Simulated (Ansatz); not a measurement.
## Computed properties of AlN

AlN:
```xyz
12
Lattice="5.3724 0.0000 0.0000 0.0000 5.3724 0.0000 0.0000 0.0000 5.3724" Properties=species:S:1:pos:R:3 pbc="T T T"
Al     1.3431     0.0000     2.6862
Al     2.6862     1.3431     0.0000
Al     2.6862     4.0293     0.0000
Al     4.0293     0.0000     2.6862
Al     0.0000     2.6862     4.0293
Al     0.0000     2.6862     1.3431
N      1.3431     2.6862     0.0000
N      0.0000     1.3431     2.6862
N      0.0000     4.0293     2.6862
N      4.0293     2.6862     0.0000
N      2.6862     0.0000     4.0293
N      2.6862     0.0000     1.3431
```

Space group Pm-3n (No. 223); conventional cell a = 5.3724 Å, b = 5.3724 Å, c = 5.3724 Å, α = 90.00°, β = 90.00°, γ = 90.00°.

Method: plane-wave PAW PBE (Ansatz code). Structure relaxed to zero pressure with the same functional. Other levels are named where they apply.

Cell and energy:

```yaml
volume_per_atom: 12.92 Å³
density: 2.63 g/cm³
Formation energy from the elements (no fitted shifts): -1.25 eV/atom
```

Electronic structure:

```yaml
band_gap: 2.64 eV (direct)
valence_band_maximum: at Γ
conduction_band_minimum: at Γ
electron_effective_mass: 0.33 mₑ (isotropic)
Hole effective mass, band 1 of 3 at the edge: 27 along [100], 27 along [110], 0.89 along [111] (mₑ)
Hole effective mass, band 2 of 3 at the edge: 27 along [100], 0.60 along [110], 0.89 along [111] (mₑ)
Hole effective mass, band 3 of 3 at the edge: 0.25 along [100], 0.44 along [110], 0.57 along [111] (mₑ)
```

Mechanics:

```yaml
Bulk modulus (Birch–Murnaghan fit): 1560 kbar
Pressure derivative B′: 3.9
```

The start of the workflow was typed in or built on a structure type; neither database checked (COD, Materials Project) lists it. It is not the phase usual at ambient conditions (space group No. 186, 216). The cell was relaxed with PBE under the symmetry of its start; whether a distortion lowers the energy is not shown. The references are the lowest solids computed at this level, not always the standard phases (solids in place of the gases).

Potentials: the later of the program's two PAW sets.
